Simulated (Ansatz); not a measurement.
Magnetovolume behaviour of NiPt (P4/mmm)

```
Ni Pt
1.0
     2.70994    0.00000    0.00000
     0.00000    2.70994    0.00000
     0.00000    0.00000    3.57832
Ni Pt
1 1
Direct
  0.50000 0.50000 0.50000
  0.00000 0.00000 0.00000
```

The reference geometry is a structure from the Materials Project; nothing is relaxed.

The runs share LDA, 11×11×8 k mesh, Fermi–Dirac smearing of 0.1 eV. PAW means Ansatz 0.2.0 on its default frozen-core files; LAPW is all-electron LAPW in Ansatz 0.2.0. Site moments are integrated in spheres about the atoms, whose radii differ between the methods. Start moments of the first PAW run (μB): Ni1 1.5, Pt2 0.6.

The cell shown is scaled evenly to other volumes, and every spin-polarised run starts from the same moments.

The search for lower states is left at its default.

| V/V₀ | Å³/atom | M PAW (μB/cell) | M LAPW (μB/cell) | largest site moment, PAW (μB) | P PAW (GPa) | P LAPW (GPa) | F − F(unpolarised), PAW (meV/atom) |
| --- | --- | --- | --- | --- | --- | --- | --- |
| 0.66 | 8.67 | 0.00 | 0.00 | 0.00 | 250.6 | 250.5 | 0 |
| 0.74 | 9.72 | 0.00 | – | 0.00 | 129.6 | – | 0 |
| 0.8 | 10.51 | 0.00 | 0.00 | 0.00 | 73.2 | 73.2 | 0 |
| 0.86 | 11.30 | 0.00 | 0.00 | 0.00 | 35.1 | 35.1 | 0 |
| 0.92 | 12.09 | 0.00 | 0.00 | 0.00 | 9.1 | 9.1 | 0 |
| 0.96 | 12.61 | 0.00 | – | 0.00 | -3.4 | – | 0 |
| 1 | 13.14 | 0.62 | 0.61 | 0.44 | -12.4 | -12.4 | -1 |
| 1.04 | 13.66 | 0.82 | 0.81 | 0.59 | -19.5 | -19.6 | -3 |
| 1.1 | 14.45 | ? | – | 0.71 | -27.3 | – | ? |
| 1.25 | 16.42 | ? | – | 0.87 | -36.7 | – | -20 |

**Question.** Give the missing entry: row "1.1", column "M PAW (μB/cell)".

**Answer.** 0.97.

**Question.** What belongs in the row "1.25", column "M PAW (μB/cell)"?

**Answer.** 1.15.

**Question.** Fill in "F − F(unpolarised), PAW (meV/atom)" for the row "1.1".

**Answer.** -8.

The moments are gone at V/V₀ = 0.96 (-3 GPa) and below, and present from 1.0 (-12 GPa) upwards, where the largest is 0.44 μB at first.

The PAW files were made with PBE; the program remakes their cores once for the run's functional and then keeps them frozen.  Spin–orbit coupling is left out although heavy atoms are present. None of this fixes the real material's magnetic order: only patterns that fit the cell were computed, at zero temperature, with a functional that can overstate moments.
